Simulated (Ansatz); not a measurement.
Ansatz input file:

```yaml
crystal:
  lattice:
    - [3.169, 0.0, 0.0]
    - [-1.5845, 2.7444345046, 0.0]
    - [0.0, 0.0, 12.324]
  atoms:
    - { symbol: Mo, position: [0.3333333333, 0.6666666667, 0.25], spin: 1.0 }
    - { symbol: Mo, position: [0.6666666667, 0.3333333333, 0.75], spin: 1.0 }
    - { symbol: S, position: [0.3333333333, 0.6666666667, 0.623] }
    - { symbol: S, position: [0.6666666667, 0.3333333333, 0.123] }
    - { symbol: S, position: [0.3333333333, 0.6666666667, 0.877] }
    - { symbol: S, position: [0.6666666667, 0.3333333333, 0.377] }
basis:
  ecutwfc: 420
kpoints:
  mp_grid: { grid: [6, 6, 2] }
hamiltonian:
  xc: pbe
scf:
  occupations: { method: gaussian, width: 0.1 }
  lower_state_search: "off"
output:
  forces: true
  stress: true
  eigenvalues: true
  populations: true
magnetization:
  spin_polarized: true
```

Command:
```bash
ansatz run input.yaml --threads 2 --pin off --max-ram 5120MiB --backend cpu --events-out ev --progress --plain --runs-dir out
```

Computed with Ansatz, DFT PBE, scalar-relativistic, plane waves, PAW.

Part of what the program printed, abridged:

```
Pseudopotentials: kind: paw
Pseudopotential: Mo, paw, valence charge 14, recommended cutoff 420 eV (normal)
Pseudopotential: S, paw, valence charge 6, recommended cutoff 420 eV (normal)
Functional definition: PBE
Crystal: 6 atoms, lattice volume = 107.183 Å³
Basis set: ecut = 420 eV, 2081 PW (Γ), exchange–correlation on 48×48×180 points (8 copies of the dense FFT grid, shifted against one another)
Bands: 33, of which v1, the nominal top of the filled ones, is band 26 counted from 1 (25 counted from 0)
Symmetry: 24 space group operations
Space group: P63/mmc (ITA 194), of the structure as read, at distance tolerance 4.8e-5 Å
Magnetic group: BNS 194.263 (UNI 1493), of the structure as read, at distance tolerance 4.8e-5 Å
k-points: 14 of 72
Initial density: superposition of atomic densities (chi_scale 0.1, normalization cell)
Starting moments: Σ|m| = 2 μB on 2 of 6 sites
Initial wavefunctions: pseudopotential atomic-orbital guess
Functional: x = pbe(κ = 0.804, μ = 0.21951497), c = pbe(β = 0.06672455)
SCF iter   1: F=—  HF=-13528.154832 eV  |F-HF|=—  |Δ(HF+E_count)|=         —  Δρ=6.66e-2 (↑6.66e-2 ↓3.19e-2) dr2=1.30e1  dr2_m=7.45e-1  M=0.000 μB ∫|m|=0.445 μB  β_m=0.30  ethr=3.10e-3  ⟨swp⟩=6.3  Hψ=3967  notcnv=0
spin=Collinear: Resta preconditioning applied to the charge; magnetization (m = ρ↑ − ρ↓) channel mixes plain (no charge-response kernel on spin).
SCF iter   2: F=—  HF=-13525.920337 eV  |F-HF|=—  |Δ(HF+E_count)|=    2.23e0  Δρ=3.46e-2 (↑3.46e-2 ↓2.02e-2) dr2=2.00e0  dr2_m=3.70e-1  M=0.000 μB ∫|m|=0.421 μB  β_m=0.30  ethr=3.10e-3  ⟨swp⟩=2.9  Hψ=2037  notcnv=0  defer=39
SCF iter   3: F=—  HF=-13525.585222 eV  |F-HF|=—  |Δ(HF+E_count)|=   3.35e-1  Δρ=1.77e-2 (↑1.68e-2 ↓1.77e-2) dr2=6.46e-1  dr2_m=1.91e-1  M=0.000 μB ∫|m|=0.363 μB  β_m=0.30  ethr=3.10e-3  ⟨swp⟩=2.4  Hψ=1515  notcnv=0  defer=39
SCF iter   4: F=—  HF=-13525.516474 eV  |F-HF|=—  |Δ(HF+E_count)|=   6.87e-2  Δρ=1.38e-2 (↑1.38e-2 ↓8.06e-3) dr2=1.63e-1  dr2_m=1.04e-1  M=0.000 μB ∫|m|=0.285 μB  β_m=0.30  ethr=1.24e-3  ⟨swp⟩=2.4  Hψ=1538  notcnv=0  defer=40
SCF iter   5: F=—  HF=-13525.515483 eV  |F-HF|=—  |Δ(HF+E_count)|=   9.91e-4  Δρ=8.77e-3 (↑6.67e-3 ↓8.77e-3) dr2=2.18e-2  dr2_m=5.60e-2  M=0.000 μB ∫|m|=0.235 μB  β_m=0.30  ethr=3.14e-4  ⟨swp⟩=2.2  Hψ=1448  notcnv=0  defer=40
SCF iter   6: F=—  HF=-13525.526100 eV  |F-HF|=—  |Δ(HF+E_count)|=   1.06e-2  Δρ=6.46e-3 (↑6.46e-3 ↓4.88e-3) dr2=6.82e-3  dr2_m=3.12e-2  M=0.000 μB ∫|m|=0.187 μB  β_m=0.30  ethr=4.20e-5  ⟨swp⟩=2.1  Hψ=1343  notcnv=0  defer=40
SCF iter   7: F=—  HF=-13525.531531 eV  |F-HF|=—  |Δ(HF+E_count)|=   5.43e-3  Δρ=4.39e-3 (↑4.06e-3 ↓4.39e-3) dr2=1.24e-3  dr2_m=1.73e-2  M=0.000 μB ∫|m|=0.151 μB  β_m=0.30  ethr=1.31e-5  ⟨swp⟩=2.3  Hψ=1326  notcnv=0  defer=40
Mixer restart at iter 7: flushing history
spin-set hold released at iteration 7 (site moments contracting): the magnetisation degrees of freedom join the quasi-Newton model from the next iteration; the mixer history was flushed
SCF iter   8: F=—  HF=-13525.535061 eV  |F-HF|=—  |Δ(HF+E_count)|=   3.53e-3  Δρ=3.18e-3 (↑3.16e-3 ↓3.18e-3) dr2=3.80e-4  dr2_m=9.79e-3  M=0.000 μB ∫|m|=0.121 μB  β_m=0.65  ethr=2.38e-6  ⟨swp⟩=1.5  Hψ=1054  notcnv=0  defer=40
SCF iter   9: F=—  HF=-13525.540580 eV  |F-HF|=—  |Δ(HF+E_count)|=   5.52e-3  Δρ=6.96e-4 (↑1.37e-4 ↓6.96e-4) dr2=1.38e-3  dr2_m=1.23e-4  M=0.000 μB ∫|m|=0.026 μB  β_m=0.56  ethr=7.31e-7  ⟨swp⟩=3.0  Hψ=1902  notcnv=0  defer=40
SCF iter  10: F=—  HF=-13525.540507 eV  |F-HF|=—  |Δ(HF+E_count)|=   7.34e-5  Δρ=2.26e-4 (↑2.26e-4 ↓1.98e-4) dr2=1.42e-5  dr2_m=4.25e-5  M=0.000 μB ∫|m|=0.016 μB  β_m=0.78  ethr=7.31e-7  ⟨swp⟩=2.2  Hψ=1383  notcnv=0  defer=40
SCF iter  11: F=—  HF=-13525.540595 eV  |F-HF|=—  |Δ(HF+E_count)|=   8.78e-5  Δρ=5.03e-5 (↑4.23e-5 ↓5.03e-5) dr2=3.18e-6  dr2_m=1.83e-6  M=0.000 μB ∫|m|=0.003 μB  β_m=0.89  ethr=2.74e-8  ⟨swp⟩=2.0  Hψ=1655  notcnv=0  defer=40
SCF iter  12: F=—  HF=-13525.540602 eV  |F-HF|=—  |Δ(HF+E_count)|=   6.88e-6  Δρ=5.92e-6 (↑5.92e-6 ↓5.88e-6) dr2=2.65e-7  dr2_m=8.88e-9  M=0.000 μB ∫|m|=0.000 μB  β_m=0.95  ethr=6.12e-9  ⟨swp⟩=2.1  Hψ=1459  notcnv=0  defer=40
SCF iter  13: F=-13525.540602 eV  HF=-13525.540602 eV  |F-HF|=1.25e-8  |Δ(HF+E_count)|=   3.86e-7  Δρ=1.64e-6 (↑1.64e-6 ↓1.57e-6) dr2=7.42e-9  dr2_m=1.57e-9  M= 0.000 μB ∫|m|=0.000 μB  β_m=0.97  ethr=1.92e-10  ⟨swp⟩=9.9  Hψ=4025  notcnv=0
SCF iter  14: F=-13525.540602 eV  HF=-13525.540602 eV  |F-HF|=1.78e-10  |Δ(HF+E_count)|=   1.61e-8  Δρ=3.20e-7 (↑2.88e-7 ↓3.20e-7) dr2=1.21e-10  dr2_m=6.81e-11  M= 0.000 μB ∫|m|=0.000 μB  β_m=0.99  ethr=1.43e-11  ⟨swp⟩=1.2  Hψ=2459  notcnv=0
SCF iter  15: F=-13525.540602 eV  HF=-13525.540602 eV  |F-HF|=3.64e-12  |Δ(HF+E_count)|=  2.73e-10  Δρ=4.36e-8 (↑4.23e-8 ↓4.36e-8) dr2=1.53e-12  dr2_m=1.37e-12  M=0.000 μB ∫|m|=0.000 μB  ethr=1.00e-12  ⟨swp⟩=1.0  Hψ=2406  notcnv=0
WARN: the starting moments were not kept: the SCF closed with an absolute magnetisation of 1.8e-6 μB, where they sum to 2 μB in size (2 sites). That is at most 0.1 of that sum. Measured as dr2_m measures the in/out step, that magnetisation stands 1.8e-13 eV from none, at or under the dr2_threshold of 1.0e-7 eV: it is no larger than a step whose dr2_m would equal this threshold. The system may hold no moment; this SCF shows only that its start led to no more than that. To try another start: raise the starting moments (crystal.atoms[].spin, magnetization.per_species, magnetization.initial_magnetization, or on a non-collinear deck that types none of these the spinor_matrix: blocks that start it ...
SCF 1 converged in 15 iterations: F = -13525.540602 eV  dr2 = 1.53e-12
SCF converged after 15 iterations
Magnetization: 0.0000 μB (26.0000 up, 26.0000 down)
Absolute magnetization: 0.0000 μB (∫|ρ↑−ρ↓|, with the PAW one-centre terms)
Spin contamination: 0.0000 ħ² per cell (⟨S²⟩ above its minimum at these occupations)
Per-site moments (μB) at R_I (Å): [(9.72561503e-8, 0.99319246), (9.72561502e-8, 0.99319246), (5.15823480e-9, 0.99319246), (5.15823470e-9, 0.99319246), (5.15823476e-9, 0.99319246), (5.15823469e-9, 0.99319246)]
Free energy (F): -13525.540602 eV
Harris-Foulkes:  -13525.540602 eV  (|F-HF|=3.64e-12)
Internal energy: -13525.540602 eV  (E = F + TS)
E sigma→0 (E₀):  -13525.540602 eV
Fermi energy:    11.329751 eV
--- Per-component energies (eV) ---
  E_band       = -312.441037
  E_kinetic    = 1312.080102
  E_local      = -3923.167808  (includes V_loc(G=0)·N_el)
  E_nonlocal   = 398.377078
  E_hartree    = 1508.574018
  E_xc         = -757.133491
  E_vxc        = -810.200047  (∫ρ·V_xc dr)
  E_paw        = -8803.054138  (= ΣΔE_a)
  E_vpaw       = -306.678505  (= ΣTr[D̂ρ^β])
  E_aug_tail   = 0.000083  (compensation charges beyond the density's cutoff)
  E_ewald      = -3261.216446
  E_smearing   =  0.000000  (= −TS)
--- Forces (eV/Å), atoms counted from 1 ---
  atom   1  Mo     0.00000000     0.00000000     0.00000000
  atom   2  Mo     0.00000000     0.00000000     0.00000000
  atom   3  S      0.00000000     0.00000000     0.06131327
  atom   4  S      0.00000000     0.00000000     0.06131327
  atom   5  S      0.00000000     0.00000000    -0.06131327
  atom   6  S      0.00000000     0.00000000    -0.06131327
--- Stress (GPa, compression-positive) ---
        1.841380       0.000000       0.000000
        0.000000       1.841380       0.000000
        0.000000       0.000000       2.276093
  P = ⅓ Tr σ = 1.9863 GPa (19.863 kbar)
--- Band table (eV; the first three rows and the last of 28) ---
  k-point 0 ↑: bands = ["-50.6199", "-50.6199", "-24.7684", "-24.7682", "-24.5432", "-24.5432", "-24.5432", "-24.5432", "-4.0584", "-3.7889", "-2.8462", "-2.4041", "4.0385", "5.0722", "7.4101", "7.6258", "7.6258", "7.6391", "7.6391", "8.7203", "8.7203", "8.7669", "8.7669", "9.7117", "9.7496", "10.8968", "12.9944", "12.9944", "13.0224", "13.0224", "13.1603", "13.1603", "13.3324"]
  k-point 1 ↑: bands = ["-50.6199", "-50.6199", "-24.7683", "-24.7683", "-24.5432", "-24.5432", "-24.5432", "-24.5432", "-3.9439", "-3.9439", "-2.6076", "-2.6076", "4.4743", "4.4743", "7.6324", "7.6324", "7.6324", "7.6324", "8.3360", "8.3360", "8.7436", "8.7436", "8.7436", "8.7436", "10.6303", "10.6303", "12.9998", "12.9998", "12.9998", "12.9998", "13.2545", "13.2545", "13.2545"]
  k-point 2 ↑: bands = ["-50.6100", "-50.6100", "-24.7488", "-24.7487", "-24.6423", "-24.6423", "-24.5658", "-24.5658", "-3.6535", "-3.3923", "-2.6532", "-2.2624", "4.4725", "5.4682", "6.7564", "6.8346", "6.9032", "7.6223", "8.0252", "8.0603", "8.1566", "8.2176", "8.8399", "9.7099", "9.7325", "10.1259", "12.3855", "12.7494", "12.7590", "12.9532", "12.9694", "13.0605", "13.5316"]
  k-point 13 ↓: bands = ["-50.5753", "-50.5753", "-24.8352", "-24.8352", "-24.7908", "-24.7908", "-24.6798", "-24.6798", "-1.7385", "-1.7385", "-1.6844", "-1.6844", "4.7687", "4.7687", "5.5569", "5.5569", "6.1256", "6.1256", "6.4708", "6.4708", "7.4689", "7.4689", "8.0256", "8.0256", "10.2018", "10.2018", "11.9456", "11.9456", "13.1987", "13.1987", "13.7707", "13.7707", "15.0572"]
--- Löwdin populations: 6 sites ---
  site symbol q [e]    m [muB]
     0     Mo     13.6785     0.0000
     1     Mo     13.6785     0.0000
     2      S      6.0612     0.0000
     3      S      6.0612     0.0000
     4      S      6.0612     0.0000
     5      S      6.0612     0.0000
  spilling = 0.007656 (of n_electrons = 52.000000)
```

The run converged.

The run took 8.3 s on 2 threads of Intel(R) Xeon(R) Platinum 8259CL CPU @ 2.50GHz (Skylake/Cascade Lake), on a shared host, peak memory 0.48 GiB.

The k mesh is coarse. The cell holds layers, and where no dispersion correction was added their binding is poorly described.